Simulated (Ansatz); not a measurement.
## Kick test of a cell of B₅Ru₃

The cell was found from a proposed guess, not taken from experiment.

These are results of DFT PBE, scalar-relativistic, plane waves, PAW (Ansatz 0.2.0), not measurements. Cutoff 420 eV; k points 12×12×4 on the computed 8-atom cell (Γ-centred); Gaussian smearing, width 0.10 eV; no spin polarisation.

The cell below (8 atoms, space group P-6m2 (No. 187)) is relaxed within its symmetry.

```
CELL_PARAMETERS angstrom
2.91821 0.00000 0.00000
-1.45910 2.52724 0.00000
0.00000 0.00000 10.10760
ATOMIC_POSITIONS crystal
B 0.33333 0.66667 0.64226
B 0.66667 0.33333 0.71644
B 0.33333 0.66667 0.35774
B 0.66667 0.33333 0.28356
B 0.00000 0.00000 0.00000
Ru 0.33333 0.66667 0.85864
Ru 0.33333 0.66667 0.14136
Ru 0.66667 0.33333 0.50000
```

For the test it was strained at random (σ = 1.5 % a component), the atoms were moved at random (σ = 0.10 Å), and all was relaxed again on a coarse 12×12×2 mesh (in the run’s order of axes) with 0.20 eV smearing, with no symmetry imposed.

Question: What happens?

Answer: It returns, within 1 meV/atom of the unmoved cell on that mesh and with the same symmetry when read at 0.1 Å. No instability shows in this cell; modes of other wave vectors, which need another repeat, aren't tested.
